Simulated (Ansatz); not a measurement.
Input for Ansatz (plane-wave DFT, PAW):

```yaml
crystal:
  lattice:
    - [8.4486369609, 0.0, 0.0]
    - [-4.2243184805, 7.3167342355, 0.0]
    - [0.0, 0.0, 26.2999554614]
  atoms:
    - { symbol: Al, position: [0.2222222222, 0.1111111111, 0.3041830246] }
    - { symbol: Al, position: [0.2222222222, 0.4444444444, 0.3041830246] }
    - { symbol: Al, position: [0.2222222222, 0.7777777778, 0.3041830246] }
    - { symbol: Al, position: [0.5555555556, 0.1111111111, 0.3041830246] }
    - { symbol: Al, position: [0.5555555556, 0.4444444444, 0.3041830246] }
    - { symbol: Al, position: [0.5555555556, 0.7777777778, 0.3041830246] }
    - { symbol: Al, position: [0.8888888889, 0.1111111111, 0.3041830246] }
    - { symbol: Al, position: [0.8888888889, 0.4444444444, 0.3041830246] }
    - { symbol: Al, position: [0.8888888889, 0.7777777778, 0.3041830246] }
    - { symbol: Al, position: [0.4444444444, 0.2222222222, 0.3940747954] }
    - { symbol: Al, position: [0.4444444444, 0.5555555556, 0.3940747954] }
    - { symbol: Al, position: [0.4444444444, 0.8888888889, 0.3940747954] }
    - { symbol: Al, position: [0.7777777778, 0.2222222222, 0.3940747954] }
    - { symbol: Al, position: [0.7777777778, 0.5555555556, 0.3940747954] }
    - { symbol: Al, position: [0.7777777778, 0.8888888889, 0.3940747954] }
    - { symbol: Al, position: [0.1111111111, 0.2222222222, 0.3940747954] }
    - { symbol: Al, position: [0.1111111111, 0.5555555556, 0.3940747954] }
    - { symbol: Al, position: [0.1111111111, 0.8888888889, 0.3940747954] }
    - { symbol: Al, position: [0.6666666667, 0.3333333333, 0.4840680243] }
    - { symbol: Al, position: [0.6666666667, 0.6666666667, 0.4840680243] }
    - { symbol: Al, position: [0.6666666667, 0.0, 0.4840680243] }
    - { symbol: Al, position: [0.0, 0.3333333333, 0.4840680243] }
    - { symbol: Al, position: [0.0, 0.6666666667, 0.4840680243] }
    - { symbol: Al, position: [0.0, 0.0, 0.4840680243] }
    - { symbol: Al, position: [0.3333333333, 0.3333333333, 0.4840680243] }
    - { symbol: Al, position: [0.3333333333, 0.6666666667, 0.4840680243] }
    - { symbol: Al, position: [0.3333333333, 0.0, 0.4840680243] }
    - { symbol: C, position: [0.3558334268, 0.5249677267, 0.6765588446] }
    - { symbol: Si, position: [0.4722748863, 0.4023603298, 0.6517184983] }
    - { symbol: C, position: [0.7153722885, 0.5231104411, 0.6732394473] }
    - { symbol: C, position: [0.3542780635, 0.1632785743, 0.6765588446] }
    - { symbol: O, position: [0.4651932021, 0.3988420461, 0.5864788441] }
    - { symbol: H, position: [0.3612933814, 0.5276613287, 0.7187110072] }
    - { symbol: H, position: [0.2111816301, 0.4530608983, 0.6639314467] }
    - { symbol: H, position: [0.4259400283, 0.6669723295, 0.6617831541] }
    - { symbol: H, position: [0.7846966418, 0.4503276402, 0.6585550118] }
    - { symbol: H, position: [0.7201265255, 0.5254709075, 0.7153992145] }
    - { symbol: H, position: [0.7856195158, 0.6652371287, 0.6585550118] }
    - { symbol: H, position: [0.4234510368, 0.0904632827, 0.6617831541] }
    - { symbol: H, position: [0.3597259752, 0.1660123368, 0.7187110072] }
    - { symbol: H, position: [0.2096125019, 0.0914713801, 0.6639314467] }
    - { symbol: H, position: [0.3333333333, 0.3333333333, 0.5779845331] }
basis:
  ecutwfc: 420
kpoints:
  mp_grid: { grid: [3, 3, 1] }
hamiltonian:
  xc: pbe
  dispersion: d3bj
scf:
  occupations: { method: gaussian, width: 0.1 }
output:
  forces: true
  eigenvalues: true
  write_density: true
  write_potential: true
  elf: true
  volumetric_format: npy
relax:
  adjacent_minimum: "off"
  f_tol: 0.04
  max_steps: 100
  constraints: [{ sites: [0, 1, 2, 3, 4, 5, 6, 7, 8] }]
efield:
  axis: 3
  dipole_correction: true
  ramp_width: 0.04
```

Run as
```bash
ansatz run input.yaml --threads 4 --pin off --max-ram 10240MiB --backend cpu --events-out ev --progress --plain --runs-dir out
```

Method: Ansatz 0.2.0, DFT PBE+D3(BJ), scalar-relativistic, plane waves, PAW.

From the run's log, abridged:

```
Pseudopotentials: kind: paw
Pseudopotential: Al, paw, valence charge 3, recommended cutoff 420 eV (normal)
Pseudopotential: C, paw, valence charge 4, recommended cutoff 420 eV (normal)
Pseudopotential: Si, paw, valence charge 4, recommended cutoff 420 eV (normal)
Pseudopotential: O, paw, valence charge 6, recommended cutoff 420 eV (normal)
Pseudopotential: H, paw, valence charge 1, recommended cutoff 420 eV (normal)
Functional definition: PBE
Crystal: 42 atoms, lattice volume = 1625.769 Å³
Basis set: ecut = 420 eV, 31857 PW (Γ), exchange–correlation on 120×120×360 points (8 copies of the dense FFT grid, shifted against one another)
Bands: 99, of which v1, the nominal top of the filled ones, is band 57 counted from 1 (56 counted from 0)
Symmetry: 1 space group operations
Space group: P1 (ITA 1), of the structure as read, at distance tolerance 1.2e-4 Å
k-points: 5 of 9 (time reversal used)
Initial density: superposition of atomic densities (neutral atoms: chi_scale 0, normalization atom), corrected by the library's trained network
Initial wavefunctions: pseudopotential atomic-orbital guess
Functional: x = pbe(κ = 0.804, μ = 0.21951497), c = pbe(β = 0.06672455)
SCF iter   1: F=—  HF=-16631.133103 eV  |F-HF|=—  |Δ(HF+E_count)|=         —  Δρ=1.78e-3  dr2=2.33e-1  ethr=1.77e-3  p=0.023 e·Å  D=2.54e-3 V/Å  ΔV_dip=-0.07 eV  dr2_dipole=1.41e-2  V_vac-E_F(+/−)=3.79/3.85 eV  ⟨swp⟩=13.6  Hψ=3930  notcnv=0  defer=46
efield: sawtooth ramp at fractional position 0.9914 (placed from the atoms, in the widest stretch of the axis that holds none; the zero of the levels goes with the place), width 0.0400; the density the first Hamiltonian is built on has a dipole p = 0.023 e·Å; the dipole correction subtracts the counter field D = 2.54e-3 V/Å, which shifts the + side's vacuum level by -0.07 eV against the − side's; the planar-averaged density in the ramp window peaks in size at 1.1e-5 e/Å³
SCF iter   2: F=—  HF=-16631.123587 eV  |F-HF|=—  |Δ(HF+E_count)|=   9.52e-3  Δρ=1.10e-3  dr2=2.62e-2  ethr=2.06e-4  p=0.291 e·Å  D=3.24e-2 V/Å  ΔV_dip=-0.85 eV  dr2_dipole=4.79e-4  V_vac-E_F(+/−)=2.97/3.82 eV  ⟨swp⟩=2.2  Hψ=901  notcnv=0  defer=99
SCF iter   3: F=—  HF=-16631.125861 eV  |F-HF|=—  |Δ(HF+E_count)|=   2.27e-3  Δρ=1.05e-3  dr2=2.38e-2  ethr=2.32e-5  p=0.237 e·Å  D=2.64e-2 V/Å  ΔV_dip=-0.69 eV  dr2_dipole=1.42e-4  V_vac-E_F(+/−)=3.10/3.80 eV  ⟨swp⟩=2.0  Hψ=601  notcnv=0  defer=99
SCF iter   4: F=—  HF=-16631.119248 eV  |F-HF|=—  |Δ(HF+E_count)|=   6.61e-3  Δρ=1.90e-4  dr2=1.64e-3  ethr=2.11e-5  p=0.252 e·Å  D=2.80e-2 V/Å  ΔV_dip=-0.74 eV  dr2_dipole=2.32e-5  V_vac-E_F(+/−)=3.05/3.79 eV  ⟨swp⟩=2.0  Hψ=533  notcnv=0  defer=99
SCF iter   5: F=—  HF=-16631.119101 eV  |F-HF|=—  |Δ(HF+E_count)|=   1.47e-4  Δρ=8.81e-5  dr2=2.21e-4  ethr=1.45e-6  p=0.263 e·Å  D=2.93e-2 V/Å  ΔV_dip=-0.77 eV  dr2_dipole=9.46e-6  V_vac-E_F(+/−)=3.01/3.78 eV  ⟨swp⟩=2.0  Hψ=746  notcnv=0  defer=101
SCF iter   6: F=-16631.119060 eV  HF=-16631.119062 eV  |F-HF|=2.25e-6  |Δ(HF+E_count)|=   3.85e-5  Δρ=2.54e-5  dr2=1.87e-5  ethr=3.54e-8  p=0.261 e·Å  D=2.90e-2 V/Å  ΔV_dip=-0.76 eV  dr2_dipole=1.51e-6  V_vac-E_F(+/−)=3.01/3.77 eV  ⟨swp⟩=38.2  Hψ=6733  notcnv=0
SCF 1 converged in 6 iterations: F = -16631.119060 eV  dr2 = 1.87e-5
relax step   1: F+E_penalty+E_count = -16631.11906013 eV  Δ(F+E_penalty+E_count) = +0.000e0 eV  max|allowed force component| = 9.757e-1 eV/Å  Δτ_max = 0.0000 Å  (6 SCF iters, dr2 threshold 4.00e-5 eV, accepted)
Initial density: handed on by an earlier stage of this run
Initial wavefunctions: those handed on with the density
SCF iter   1: F=—  HF=-16631.436134 eV  |F-HF|=—  |Δ(HF+E_count)|=         —  Δρ=9.61e-3  dr2=8.59e-1  ethr=7.48e-4  p=0.261 e·Å  D=2.90e-2 V/Å  ΔV_dip=-0.76 eV  dr2_dipole=9.99e-3  V_vac-E_F(+/−)=3.01/3.77 eV  ⟨swp⟩=1.0  Hψ=1888  notcnv=0  defer=129
efield: sawtooth ramp at fractional position 0.9914 (handed on by an earlier solve), width 0.0400; the density the first Hamiltonian is built on has a dipole p = 0.261 e·Å; the dipole correction subtracts the counter field D = 2.90e-2 V/Å, which shifts the + side's vacuum level by -0.76 eV against the − side's; the planar-averaged density in the ramp window peaks in size at 3.1e-7 e/Å³
SCF iter   2: F=—  HF=-16631.401998 eV  |F-HF|=—  |Δ(HF+E_count)|=   3.41e-2  Δρ=4.44e-3  dr2=4.36e-1  ethr=7.48e-4  p=0.078 e·Å  D=8.71e-3 V/Å  ΔV_dip=-0.23 eV  dr2_dipole=5.31e-3  V_vac-E_F(+/−)=3.54/3.77 eV  ⟨swp⟩=3.0  Hψ=841  notcnv=0  defer=129
SCF iter   3: F=—  HF=-16631.247413 eV  |F-HF|=—  |Δ(HF+E_count)|=   1.55e-1  Δρ=1.50e-3  dr2=3.56e-2  ethr=3.86e-4  p=0.278 e·Å  D=3.09e-2 V/Å  ΔV_dip=-0.81 eV  dr2_dipole=7.43e-4  V_vac-E_F(+/−)=2.95/3.77 eV  ⟨swp⟩=2.8  Hψ=803  notcnv=0  defer=132
SCF iter   4: F=—  HF=-16631.236446 eV  |F-HF|=—  |Δ(HF+E_count)|=   1.10e-2  Δρ=3.00e-4  dr2=1.71e-3  ethr=3.15e-5  p=0.259 e·Å  D=2.88e-2 V/Å  ΔV_dip=-0.76 eV  dr2_dipole=1.56e-4  V_vac-E_F(+/−)=3.01/3.77 eV  ⟨swp⟩=2.0  Hψ=556  notcnv=0  defer=132
SCF iter   5: F=—  HF=-16631.236134 eV  |F-HF|=—  |Δ(HF+E_count)|=   3.12e-4  Δρ=1.02e-4  dr2=3.48e-4  ethr=1.52e-6  p=0.247 e·Å  D=2.75e-2 V/Å  ΔV_dip=-0.72 eV  dr2_dipole=9.48e-6  V_vac-E_F(+/−)=3.04/3.77 eV  ⟨swp⟩=2.0  Hψ=762  notcnv=0  defer=131
SCF iter   6: F=—  HF=-16631.236096 eV  |F-HF|=—  |Δ(HF+E_count)|=   3.78e-5  Δρ=3.13e-5  dr2=9.36e-5  ethr=3.08e-7  p=0.250 e·Å  D=2.78e-2 V/Å  ΔV_dip=-0.73 eV  dr2_dipole=9.39e-6  V_vac-E_F(+/−)=3.04/3.77 eV  ⟨swp⟩=2.0  Hψ=599  notcnv=0  defer=131
SCF iter   7: F=-16631.236079 eV  HF=-16631.236095 eV  |F-HF|=1.56e-5  |Δ(HF+E_count)|=   6.74e-7  Δρ=1.94e-5  dr2=1.80e-5  ethr=5.27e-8  p=0.249 e·Å  D=2.78e-2 V/Å  ΔV_dip=-0.73 eV  dr2_dipole=1.31e-6  V_vac-E_F(+/−)=3.04/3.77 eV  ⟨swp⟩=30.2  Hψ=6581  notcnv=0
SCF 2 converged in 7 iterations: F = -16631.236079 eV  dr2 = 1.80e-5
relax step   2: F+E_penalty+E_count = -16631.23607945 eV  Δ(F+E_penalty+E_count) = -1.170e-1 eV  max|allowed force component| = 6.495e-1 eV/Å  Δτ_max = 0.1944 Å  (7 SCF iters, dr2 threshold 5.95e-5 eV, accepted)
   ...
SCF iter   4: F=-16631.600390 eV  HF=-16631.600390 eV  |F-HF|=2.30e-8  |Δ(HF+E_count)|=   1.90e-7  Δρ=7.25e-7  dr2=3.91e-8  ethr=8.85e-11  p=0.492 e·Å  D=5.47e-2 V/Å  ΔV_dip=-1.44 eV  dr2_dipole=9.56e-9  V_vac-E_F(+/−)=2.33/3.77 eV  ⟨swp⟩=14.0  Hψ=3788  notcnv=0
SCF 16 converged in 4 iterations: F = -16631.600390 eV  dr2 = 3.91e-8
relax step  16: F+E_penalty+E_count = -16631.60039001 eV  Δ(F+E_penalty+E_count) = -5.291e-6 eV  max|allowed force component| = 1.975e-2 eV/Å  Δτ_max = 0.0000 Å  (4 SCF iters, accepted)
WARN: The output density's exchange-correlation potential varies sharply where the density is thin. Do not read a vacuum level from v_tot or v_xc, or from such a field of the output density. On a cell that repeats whose density bears no net charge and no dipole along the vacuum's axis use v_es (v_loc + v_h of the components); under efield.dipole_correction with no amplitude use v_es + v_field, which holds any external_charges[].barrier, or the levels of the report's work_function block, which leave it out; under a non-zero efield.amplitude the vacuum is tilted and has no level; on a cell that repeats and bears such a dipole with no correction it is tilted too, and efield.dipole_correction wi ...
SCF converged after 4 iterations
Free energy (F): -16631.600390 eV
Harris-Foulkes:  -16631.600390 eV  (|F-HF|=2.30e-8)
Internal energy: -16631.491162 eV  (E = F + TS)
E sigma→0 (E₀):  -16631.545776 eV
Entropy (-TS):   -0.109228 eV (-2.601 meV/atom)
Fermi energy:    0.578816 eV
Dipole field:    D = 0.054670 V/Å  (p = 0.491184 e·Å, saw-weighted, corrected)
Work function:   Φ+ = 2.3310 eV   Φ− = 3.7688 eV
Levels:          The Fermi level and band energies are counted from a zero that moves with the ramp; work functions are not
--- Per-component energies (eV) ---
  E_band       = -583.420162
  E_kinetic    = 1222.595490
  E_local      = -28458.904401  (includes V_loc(G=0)·N_el)
  E_nonlocal   = 455.120631
  E_hartree    = 13776.757309
  E_xc         = -1422.128174
  E_vxc        = -1198.185263  (∫ρ·V_xc dr)
  E_paw        = -13593.513133  (= ΣΔE_a)
  E_vpaw       = -165.655890  (= ΣTr[D̂ρ^β])
  E_aug_tail   = -0.010893  (compensation charges beyond the density's cutoff)
  E_efield     = 0.013426  (sawtooth field / dipole correction)
  E_vefield    = 8.110657  (∫n·V_field dr)
  E_ewald      = 11395.653445
  E_disp       = -7.074863  (pairwise vdW)
  E_smearing   = -0.109228  (= −TS)
--- Forces (eV/Å), atoms counted from 1 ---
  atom   1  Al    -0.00605489    -0.01721909    -0.01692676
  atom   2  Al    -0.01802763     0.00324207    -0.01657769
  atom   3  Al    -0.04088901    -0.02351608    -0.00854656
  atom   4  Al    -0.05132782     0.01853798     0.01250258
  atom   5  Al     0.02170025     0.01269293    -0.04362182
  atom   6  Al    -0.00947122    -0.05373997     0.01291251
  atom   7  Al     0.04780686     0.02783776     0.04438463
  atom   8  Al    -0.00095191     0.04156658    -0.00433784
  atom   9  Al     0.03539396    -0.02180631    -0.00442433
  atom  10  Al    -0.00908294     0.00198704    -0.00268583
  atom  11  Al    -0.00283017    -0.00886474    -0.00267853
  atom  12  Al     0.00053819     0.00030635    -0.00263520
  atom  13  Al     0.00051623    -0.00319475     0.00171816
  atom  14  Al     0.00044244     0.00022535    -0.00058376
  atom  15  Al    -0.00252731     0.00207023     0.00169117
  atom  16  Al     0.00673322     0.00389204    -0.00233395
  atom  17  Al     0.00243695     0.00162413    -0.00189946
  atom  18  Al     0.00264770     0.00129303    -0.00196135
  atom  19  Al     0.00180175     0.00268394     0.00590609
  atom  20  Al     0.00320144     0.00017457     0.00590815
  atom  21  Al     0.00357647     0.00207762    -0.00105500
  atom  22  Al     0.00845978    -0.00131307     0.00835650
  atom  23  Al     0.00049073     0.00026410     0.00167350
  atom  24  Al     0.00306261     0.00792261     0.00825948
  atom  25  Al    -0.01786307    -0.01027490     0.00776635
  atom  26  Al    -0.00072042    -0.00216400     0.00166051
  atom  27  Al    -0.00221290     0.00043762     0.00165565
  atom  28  C      0.00561721     0.01970553     0.01580426
  atom  29  Si    -0.00524614    -0.00306876     0.01555177
  atom  30  C      0.00297855     0.00171907    -0.00410554
  atom  31  C      0.01974768    -0.00524577     0.01586118
  atom  32  O      0.00049830     0.00034491    -0.00000802
  atom  33  H     -0.00378920    -0.00073691    -0.01697119
  atom  34  H      0.00322999     0.00088124    -0.00137880
  atom  35  H     -0.00153643    -0.00172605     0.00335089
  atom  36  H     -0.00079844     0.00222247     0.00120342
  atom  37  H     -0.00391846    -0.00225023    -0.00059096
  atom  38  H      0.00158386    -0.00187157     0.00115420
  atom  39  H     -0.00234231    -0.00040911     0.00338190
  atom  40  H     -0.00263929    -0.00293977    -0.01707332
  atom  41  H      0.00243578     0.00237127    -0.00134124
  atom  42  H      0.00731836     0.00425567    -0.01875626
--- Band table (eV; the first three rows and the last of 5) ---
  k-point 0: bands = ["-22.3279", "-14.5718", "-13.6955", "-13.6251", "-10.4460", "-10.1859", "-8.6639", "-8.2599", "-7.4944", "-7.4905", "-7.4868", "-7.4722", "-7.4644", "-7.4050", "-7.2398", "-6.9303", "-6.8535", "-6.6045", "-6.4626", "-6.3770", "-6.1187", "-5.9355", "-5.9052", "-5.8606", "-5.8463", "-5.8455", "-5.8285", "-5.4951", "-5.3906", "-4.2431", "-3.9729", "-3.3742", "-3.3587", "-3.3510", "-3.3369", "-3.2843", "-3.2014", "-2.7867", "-2.2540", "-2.2406", "-2.2349", "-2.2080", "-2.1025", "-2.0892", "-1.1477", "-1.1306", "-0.4126", "-0.3792", "-0.3749", "-0.3598", "-0.3445", "-0.3417", "-0.3305", "-0.3218", "-0.3217", "-0.0541", "0.4622", "0.4966", "0.4975", "0.5101", "0.5755", "0.585 ...
  k-point 1: bands = ["-22.3279", "-14.5694", "-13.6999", "-13.6252", "-10.4391", "-9.8870", "-8.9837", "-8.4951", "-8.1683", "-8.0736", "-7.9892", "-7.3690", "-7.2524", "-6.9302", "-6.8296", "-6.6074", "-6.5182", "-6.4670", "-6.3735", "-6.3029", "-6.2735", "-6.1382", "-6.1014", "-5.6230", "-5.4923", "-5.3504", "-4.7759", "-4.6671", "-4.6108", "-4.5088", "-4.4733", "-4.2428", "-4.0174", "-3.8933", "-3.8463", "-3.7458", "-2.9370", "-2.9036", "-2.7817", "-2.5262", "-2.2654", "-2.2153", "-1.9406", "-1.9326", "-1.6640", "-1.4309", "-0.9270", "-0.9202", "-0.8656", "-0.8293", "-0.7467", "-0.6386", "-0.5895", "-0.0868", "-0.0805", "0.6134", "0.6329", "0.7329", "0.7523", "0.8130", "0.9104", "1.0201" ...
  k-point 2: bands = ["-22.3279", "-14.5705", "-13.6956", "-13.6277", "-10.4387", "-9.8871", "-8.9835", "-8.4964", "-8.1624", "-8.0813", "-7.9905", "-7.3832", "-7.2224", "-6.9421", "-6.8554", "-6.6015", "-6.5407", "-6.4460", "-6.3763", "-6.2914", "-6.2847", "-6.1242", "-6.1104", "-5.6100", "-5.4622", "-5.3694", "-4.7802", "-4.6599", "-4.6122", "-4.5084", "-4.4648", "-4.2638", "-4.0703", "-3.8609", "-3.7729", "-3.7679", "-2.9329", "-2.9088", "-2.7901", "-2.5276", "-2.2524", "-2.2266", "-1.9363", "-1.9331", "-1.6704", "-1.4314", "-0.9251", "-0.9193", "-0.8485", "-0.8407", "-0.7535", "-0.6301", "-0.6017", "-0.0867", "-0.0841", "0.6284", "0.6297", "0.7366", "0.7608", "0.8129", "0.9143", "1.0051" ...
  k-point 4: bands = ["-22.3279", "-14.5694", "-13.7000", "-13.6252", "-10.4390", "-9.8870", "-8.9837", "-8.4951", "-8.1683", "-8.0736", "-7.9892", "-7.3692", "-7.2520", "-6.9304", "-6.8296", "-6.6077", "-6.5182", "-6.4670", "-6.3733", "-6.3029", "-6.2734", "-6.1383", "-6.1014", "-5.6229", "-5.4921", "-5.3505", "-4.7759", "-4.6670", "-4.6109", "-4.5088", "-4.4734", "-4.2430", "-4.0181", "-3.8924", "-3.8460", "-3.7460", "-2.9369", "-2.9036", "-2.7818", "-2.5262", "-2.2652", "-2.2155", "-1.9406", "-1.9325", "-1.6640", "-1.4311", "-0.9270", "-0.9201", "-0.8654", "-0.8292", "-0.7467", "-0.6385", "-0.5895", "-0.0867", "-0.0807", "0.6136", "0.6327", "0.7329", "0.7521", "0.8131", "0.9103", "1.0197" ...
--- Relaxed structure (16 steps of the walk, 16 accepted, 0 SCFs on fresh bases) ---
  F+E_penalty+E_count = -16631.60039001 eV   max|allowed force component| = 1.975e-2 eV/Å
  atoms:
    - { symbol: Al, position: [0.22222222, 0.11111111, 0.3041830246] }
    - { symbol: Al, position: [0.22222222, 0.44444444, 0.3041830246] }
    - { symbol: Al, position: [0.22222222, 0.77777777, 0.3041830246] }
    - { symbol: Al, position: [0.55555555, 0.11111111, 0.3041830246] }
    - { symbol: Al, position: [0.5555555556, 0.44444444, 0.3041830246] }
    - { symbol: Al, position: [0.5555555556, 0.77777777, 0.3041830246] }
    - { symbol: Al, position: [0.88888888, 0.11111111, 0.3041830246] }
    - { symbol: Al, position: [0.88888888, 0.44444444, 0.3041830246] }
    - { symbol: Al, position: [0.8888888889, 0.77777777, 0.3041830246] }
    - { symbol: Al, position: [0.44343742, 0.22251227, 0.39428792] }
    - { symbol: Al, position: [0.44343671, 0.55426223, 0.39429771] }
    - { symbol: Al, position: [0.44604152, 0.88968529, 0.39477395] }
    - { symbol: Al, position: [0.77623165, 0.21935743, 0.39476840] }
    - { symbol: Al, position: [0.77636903, 0.55486541, 0.39410786] }
    - { symbol: Al, position: [0.77623591, 0.89021400, 0.39477189] }
    - { symbol: Al, position: [0.11251178, 0.22292386, 0.39521804] }
    - { symbol: Al, position: [0.11036192, 0.55443987, 0.39436878] }
    - { symbol: Al, position: [0.11035506, 0.88926570, 0.39436586] }
    - { symbol: Al, position: [0.66486109, 0.33231546, 0.48338748] }
    - { symbol: Al, position: [0.66487037, 0.66592844, 0.48340384] }
    - { symbol: Al, position: [0.66398504, -0.00132318, 0.48564891] }
    - { symbol: Al, position: [-0.00111134, 0.33312503, 0.48401057] }
    - { symbol: Al, position: [-0.00196237, 0.66570512, 0.48403612] }
    - { symbol: Al, position: [-0.00108025, -0.00083985, 0.48400653] }
    - { symbol: Al, position: [0.33811013, 0.33571335, 0.49399796] }
    - { symbol: Al, position: [0.33089388, 0.66483935, 0.48384552] }
    - { symbol: Al, position: [0.33089121, -0.00058667, 0.48384772] }
    - { symbol: C, position: [0.32110735, 0.51071280, 0.66452644] }
    - { symbol: Si, position: [0.39903154, 0.36596520, 0.63120078] }
    - { symbol: C, position: [0.64972899, 0.49041125, 0.61937295] }
    - { symbol: C, position: [0.31938865, 0.14299653, 0.66453083] }
    - { symbol: O, position: [0.29600052, 0.31482114, 0.57267931] }
    - { symbol: H, position: [0.38095784, 0.54943976, 0.70278592] }
    - { symbol: H, position: [0.17160852, 0.43833871, 0.66865511] }
    - { symbol: H, position: [0.36178606, 0.63646230, 0.64280283] }
    - { symbol: H, position: [0.69200898, 0.40647817, 0.59766705] }
    - { symbol: H, position: [0.72398705, 0.52733971, 0.65575345] }
    - { symbol: H, position: [0.69301360, 0.61673593, 0.59762620] }
    - { symbol: H, position: [0.35905556, 0.05713155, 0.64280676] }
    - { symbol: H, position: [0.37918169, 0.16367070, 0.70278728] }
    - { symbol: H, position: [0.16987533, 0.06692456, 0.66866705] }
    - { symbol: H, position: [0.16183881, 0.24833697, 0.57268730] }
```

The relaxation met its thresholds.

The run took 7.3 min on 4 threads of Intel(R) Xeon(R) Platinum 8488C (Sapphire Rapids), with other jobs on the host, peak memory 3.6 GiB.

Spin polarisation was left out, and a magnetic state may lie lower.